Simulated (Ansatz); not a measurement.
## How the vibrations of Ti2O change with volume

Level of theory: Ansatz, DFT PBEsol, scalar-relativistic, plane waves, PAW. Settings: 420 eV plane-wave cutoff, Γ-centred 18×18×10 mesh, Fermi-Dirac smearing of 0.15 eV. No spin polarisation. Phonons by linear response, acoustic sum rule imposed.

The cell, relaxed at this level:
```
Ti O
1.0
     2.95332    0.00000    0.00000
    -1.47666    2.55765    0.00000
     0.00000    0.00000    4.72922
Ti O
2 1
Cartesian
  1.4767 0.8525 1.2395
  0.0000 1.7051 3.4897
  0.0000 0.0000 0.0000
```

In a metal, frequencies depend on the k mesh and the smearing, soft modes most. Spin polarisation was left out, and a magnetic state may lie lower. A semilocal functional can close a gap that the real compound has.

Cells at 0.98 and 1.02 times the equilibrium volume were relaxed in shape and atoms; γ = −d ln ν / d ln V, modes matched by rank.

Task: Give the optical frequencies at Γ (cm⁻¹) at the three volumes and the mode Grüneisen parameters.

Result:
| 0.98 V | V | 1.02 V | γ | degeneracy |
| --- | --- | --- | --- | --- |
| 166 | 159 | 152 | 2.16 | 2 |
| 310 | 298 | 286 | 2.00 | 1 |
| 459 | 444 | 429 | 1.72 | 2 |
| 522 | 504 | 486 | 1.74 | 1 |

Task: What pressures hold the two strained cells, and what bulk modulus follows?

Result: 4.11 GPa at 0.98 V and -3.69 GPa at 1.02 V, so B = −dP/d ln V ≈ 195 GPa.